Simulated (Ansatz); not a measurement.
Relaxed WS2 (2H-MoS2 type, space group P6_3/mmc):

```xyz
6
Lattice="3.1700 0.0000 0.0000 -1.5850 2.7453 0.0000 0.0000 0.0000 12.4918" Properties=species:S:1:pos:R:3 pbc="T T T"
W      0.0000     1.8302     3.1229
W      1.5850     0.9151     9.3688
S      0.0000     1.8302     7.8061
S      1.5850     0.9151     1.5602
S      1.5850     0.9151     4.6857
S      0.0000     1.8302    10.9316
```

Scan: atom 6 (S, nearest neighbour W at 2.407 Å; its periodic images, 3.2 Å or more away, move with it) is displaced along Cartesian z, direction (0.000, 0.000, 1.000) in Cartesian axes, by s. The other atoms stay.

Method: r2SCAN+rVV10 (plane waves to 500 eV, PAW, scalar-relativistic; Ansatz, a quantum-chemistry and plane-wave program). k mesh 10×10×3 (Γ-centred), Fermi-Dirac smearing 0.05 eV. The energy includes the smearing's −TS. Compression counts positive. As the smearing reaches across the gap at some points, energies and forces of such displacements shift with the k mesh and the smearing. Spin-orbit coupling is left out, though W is heavy. WS2 is run without spin polarisation. WS2 was relaxed with its symmetry unable to fall. The zero of ΔE is the undisplaced structure.

### Question
Give the computed ΔE (meV/cell) and P (GPa) at s (Å) = -0.288, -0.192, 0.096, 0.192, 0.288, 0.384.

### Answer
```json
[
 {"s (Å)": "-0.288", "ΔE (meV/cell)": "949", "P (GPa)": "10.1"},
 {"s (Å)": "-0.192", "ΔE (meV/cell)": "400", "P (GPa)": "6.2"},
 {"s (Å)": "0.096", "ΔE (meV/cell)": "82", "P (GPa)": "-2.3"},
 {"s (Å)": "0.192", "ΔE (meV/cell)": "306", "P (GPa)": "-4.1"},
 {"s (Å)": "0.288", "ΔE (meV/cell)": "639", "P (GPa)": "-5.5"},
 {"s (Å)": "0.384", "ΔE (meV/cell)": "1053", "P (GPa)": "-6.5"}
]
```

(For displaced atoms, the force is minus the slope of the energy, and its curvature is a force constant, which sets phonon frequencies.)
